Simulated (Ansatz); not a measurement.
Mg (hcp, Mg type)

```yaml
crystal:
  lattice:
    - [3.17305, 0.00000, 0.00000]
    - [-1.58653, 2.74794, 0.00000]
    - [0.00000, 0.00000, 10.36533]
  atoms:
    - { symbol: Mg, position: [0.33333, 0.66667, 0.37500] }
    - { symbol: Mg, position: [0.33333, 0.66667, 0.87500] }
    - { symbol: Mg, position: [0.66667, 0.33333, 0.12500] }
    - { symbol: Mg, position: [0.66667, 0.33333, 0.62500] }
```

The atoms are displaced by Q × the pattern below (from a DFPT mode at A = (0.0, 0.0, 0.5), largest move 1; Q in Å), at fixed cell. It is one choice among 4 degenerate patterns. (q is in reciprocal vectors of the primitive cell; the cell shown is doubled to hold the pattern.)

```tsv
atom	x	y	z
Mg3	0.000	-1.000	0.000
Mg4	0.000	1.000	0.000
```

Atoms not listed stay in place.

Method: r2SCAN (plane waves to 500 eV, PAW, scalar-relativistic; Ansatz, a first-principles code). k mesh 17×17×5 (Γ-centred), Fermi-Dirac smearing 0.05 eV. E stands for the smeared free energy. With partly filled bands, energies and forces of such displacements shift with the k mesh and the smearing. Mg was relaxed with its symmetry unable to fall. The zero of ΔE is the undisplaced structure. The last digit holds for this mesh only.

```
Q (Å)   ΔE (meV/cell)
------  -------------
-0.180          28.03
-0.150       withheld
-0.120          12.54
-0.090           7.07
-0.060           3.15
-0.030           0.79
0.000            0.00
0.030            0.79
0.060            3.15
0.090            7.07
0.120           12.54
0.150        withheld
0.180           28.03
```

Q: Fit an even polynomial form (powers 2, 4) to the given rows and predict ΔE at Q = 0.150.

A: Least squares on the 11 given rows: ΔE = (875.5)·Q² + (-320.5)·Q⁴, in meV/cell with Q in Å; root-mean-square residual 0.001 meV/cell. At 0.150 the fit gives 19.54 meV/cell; the calculation gives 19.54 meV/cell, the same to the digits shown. The quadratic term alone would give 19.70 meV/cell.

(For displaced atoms, the force is minus the slope of the energy, and its curvature is a force constant, which sets phonon frequencies.)
